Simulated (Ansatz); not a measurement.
Hf, DFT, LDA, all-electron LAPW, scalar-relativistic (Ansatz 0.2.0), run on 1 thread of Arm Neoverse V1 on a shared host.

Structure from Materials Project entry mp-103 (possibly hypothetical), not relaxed further.

Command: `ansatz run input.yaml --threads 1 --pin off --max-ram 2048MiB --backend cpu --events-out ev --progress --plain --runs-dir out`

```yaml
crystal:
  lattice:
    - [3.1923846315, 0.0, 0.0]
    - [-1.5961923157, 2.7646861895, 0.0]
    - [0.0, 0.0, 5.04504164]
  atoms:
    - { symbol: Hf, position: [0.3333333333, 0.6666666667, 0.25] }
    - { symbol: Hf, position: [0.6666666667, 0.3333333333, 0.75] }
kpoints:
  mp_grid: { grid: [12, 12, 7] }
  band_path:
    path:
      - [0.0, 0.0, 0.0]
      - [0.5, 0.0, 0.0]
      - [0.3333333333, 0.3333333333, 0.0]
      - [0.0, 0.0, 0.0]
      - [0.0, 0.0, 0.5]
      - [0.5, 0.0, 0.5]
      - [0.3333333333, 0.3333333333, 0.5]
      - [0.0, 0.0, 0.5]
      - [0.5, 0.0, 0.5]
    npoints: 5
scf:
  occupations: { method: fermi_dirac, width: 0.05 }
hamiltonian:
  xc: lda
  pseudopotentials: { kind: all_electron, lapw: { basis_error: 0.0005 } }
output:
  forces: true
  stress: true
  eigenvalues: true
```

(1) How large is the problem that the program sets up?

(2) Estimate the wall time and the peak memory.

(3) And the same cell and mesh by frozen-core PAW, asked for forces, stress, eigenvalues, efg and the same band path, on the same hardware?

Answers

(1) 76 irreducible k-points, 337 plane waves at Γ, 44 bands.

(2) 44 s of wall time for 9 SCF iterations, with a peak of 0.45 GiB. Times on shared machines scatter by tens of per cent.

(3) 9.7 s, peak memory 0.41 GiB.
